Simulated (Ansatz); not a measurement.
## InF: one input, then a changed one

The structure comes from a relaxation in the same program, started in the zincblende type, and has space group F-43m. Whether it is a known phase or the ground state wasn't checked.

First run: DFT, PBE, PAW with Ansatz's default frozen-core files, fully relativistic files with spin-orbit coupling (Ansatz 0.2.0).

Command: `ansatz run input.yaml --threads 1 --pin off --max-ram 2048MiB --backend cpu --events-out ev --progress --plain --runs-dir out` The run took about 42 s on 1 thread of a shared machine.

```yaml
crystal:
  lattice:
    - [0.0, 3.004485767, 3.004485767]
    - [3.004485767, 0.0, 3.004485767]
    - [3.004485767, 3.004485767, 0.0]
  atoms:
    - { symbol: In, position: [0.0, 0.0, 0.0] }
    - { symbol: F, position: [0.25, 0.25, 0.25] }
kpoints:
  mp_grid: { grid: [13, 13, 13] }
  band_path:
    path:
      - [0.0, 0.0, 0.0]
      - [-0.5, -0.5, 0.0]
      - [-0.375, -0.375, 0.25]
      - [-0.375, 0.0, 0.375]
      - [0.0, 0.0, 0.0]
      - [0.0, 0.0, 0.5]
      - [-0.5, -0.25, 0.25]
      - [-0.5, -0.5, 0.0]
    npoints: 5
scf:
  occupations: { method: fermi_dirac, width: 0.05 }
hamiltonian:
  xc: pbe
  pseudopotentials: { kind: paw_fr }
output:
  forces: true
  stress: true
  eigenvalues: true
  efg: { contact_densities: true }
  write_density: true
  write_potential: true
  elf: true
  volumetric_format: npy
magnetization:
  noncollinear: true
  spin_orbit: true
```

Result: converged; pressure -0.02 GPa; gap on the k mesh 1.90 eV (the mesh can miss the band edges); 9 SCF iterations.

The input is then changed:

```diff
@@ -21,7 +21,7 @@
     npoints: 5
 scf:
-  occupations: { method: fermi_dirac, width: 0.05 }
+  occupations: { method: cold, width: 0.001 }
 hamiltonian:
-  xc: pbe
+  xc: revpbe
   pseudopotentials: { kind: paw_fr }
 output:
@@ -37,3 +37,5 @@
   noncollinear: true
   spin_orbit: true
+basis:
+  ecutrho_ratio: 9
```

(1) What does the second run give?

## Answers

(1) It converged; pressure 1.37 GPa; gap on the k mesh 1.97 eV (the mesh can miss the band edges); 9 SCF iterations.
